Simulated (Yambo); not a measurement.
SrHI (space group P4/nmm, No. 129), G0W0@PBEsol in Yambo with this input:

```
rim_cut
gw0
dyson
el_el_corr
HF_and_locXC
ppa
em1d
RandQpts= 1000000
RandGvec= 1 Ry
EXXRLvcs= 72 Ry
VXCRLvcs= 288 Ry
Chimod= "HARTREE"
% BndsRnXp
 1 | 460 |
%
NGsBlkXp= 7 Ry
% LongDrXp
 1.0 | 1.0 | 1.0 |
%
PPAPntXp= 27.2114 eV
% GbndRnge
 1 | 460 |
%
GTermKind= "BG"
DysSolver= "n"
ExtendOut
```

On a 2×2×1 mesh, with wavefunctions cut at 72 Ry, the gap (X → M) is 4.873 eV and the valence edge shifts by -0.990 eV.

Q: What happens with this change: 3 Ry block?

A: The gap falls by 0.295 eV, to 4.578 eV; the shift of the valence edge becomes -0.693 eV. Neither run is shown to be the converged limit. The mesh misses a band edge: along a dense path the PBEsol gap is 2.80 eV against 3.36 eV on the mesh.

Spin-orbit coupling is included.

Geometry relaxed with PBE+D3(BJ); primitive cell a = 4.2912 Å, b = 4.2912 Å, c = 8.1904 Å, α = 90.00°, β = 90.00°, γ = 90.00°.

A shift is the quasiparticle energy of the state minus its PBEsol energy.
